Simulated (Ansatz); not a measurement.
ZrC:
```
ZrC
1.0
    3.33314     0.00000     0.00000
   -1.66657     2.88658     0.00000
    0.00000     0.00000     5.18844
Zr C
2 2
Cartesian
  0.00000   1.92439   1.29711
  1.66657   0.96219   3.89133
  0.00000   0.00000   0.00000
  0.00000   0.00000   2.59422
```

Relaxed with LDA. Special points in fractions of this cell's reciprocal vectors: Γ (0.000, 0.000, 0.000); M (0.500, 0.000, 0.000); K (0.333, 0.333, 0.000); A (0.000, 0.000, 0.500); L (0.500, 0.000, 0.500); H (0.333, 0.333, 0.500).

Q: List the band energies nearest the Fermi level at these points for LDA in the plane-wave PAW code Ansatz.

A: In eV from the Fermi level; about four levels below and three above (degenerate sets whole), none deeper than 8.9 eV; points with the same levels are listed once.

```json
[
 {"k": "Γ", "below": "-3.15 -3.15 -1.36 -1.36", "above": "0.76 1.08 1.08"},
 {"k": "M", "below": "-3.57 -3.06 -1.75 -0.93", "above": "1.42 4.09 4.31"},
 {"k": "K", "below": "-3.56 -3.56 -3.44 -3.44", "above": "0.39 0.87 0.87"},
 {"k": "A", "below": "-2.76 -2.76 -2.76 -2.76", "above": "3.41 3.41 3.41 3.41"},
 {"k": "L", "below": "-3.04 -3.04 -2.37 -2.37", "above": "1.36 1.36 4.06 4.06"},
 {"k": "H", "below": "-2.46 -2.46 -1.90 -1.90", "above": "1.62 1.62 2.94 2.94"}
]
```

Space group P6_3/mmc (NiAs type). The first step of the workflow began from a Materials Project structure, measured or hypothetical; the Crystallography Open Database copy checked does not list it. It is not the phase usual at ambient conditions (space group No. 225). Symmetry was held in the LDA relaxation; its stability against distortions is not shown here. The run is not spin-polarised. Spin–orbit coupling is left out wherever it is not named.

Potentials: the later of the program's two PAW sets.
